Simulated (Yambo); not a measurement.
A G0W0@PBEsol run in Yambo for BN (space group Fmm2, No. 42) (6×6×6 Γ-centred k mesh, 71 bands and a 14 Ry block in the screening, 71 bands in G with the Bruneval-Gonze terminator, plasmon pole fitted at 27.2 eV) gives these matrix elements, in eV, at the band edges ((-0.5, 0.333, -0.167) → (0, -0.5, -0.5)):

```json
[
 {"state": "valence edge", "E0": "0.000", "<Vxc>": "-16.528", "<Σx>": "-19.800", "<Σc(E0)>": "2.041", "Z": "0.812"},
 {"state": "conduction edge", "E0": "3.764", "<Vxc>": "-10.509", "<Σx>": "-5.853", "<Σc(E0)>": "-3.810", "Z": "0.843"}
]
```

Question: Solve the linearised quasiparticle equation for both states, give the gap, and say how exchange and correlation each act on it.

Answer: E = E0 + Z(Σx + Σc − Vxc). Valence: 0.000 + 0.812 × (-19.800 + (2.041) − (-16.528)) = -1.00 eV. Conduction: 3.764 + 0.843 × (-5.853 + (-3.810) − (-10.509)) = 4.48 eV. The gap is 5.48 eV, against 3.76 eV in PBEsol. Replacing Vxc by bare exchange alone would open it by 7.93 eV; correlation takes back 5.85 eV of that, and Z scales what is left. Nearest settings tried, and what they do to the gap: 24 bands in G: +58 meV. Not varied: bands in W, block, mesh. So the settings aren't converged at that level. The mesh misses a band edge: along a dense path the PBEsol gap is 3.70 eV against 3.76 eV on the mesh. 

Geometry of the Materials Project entry, not relaxed at this level; primitive cell a = 4.112 Å, b = 2.502 Å, c = 3.713 Å, α = 80.29°, β = 36.85°, γ = 62.86°.

This is not the ordinary phase of the substance; no match was found in the copy of COD used, and its stability was not checked.

The distance between layers or molecules is the database entry's, not relaxed here. Functionals without dispersion can leave it too large, which widens gaps and weakens the response across layers: the numbers belong to this cell.
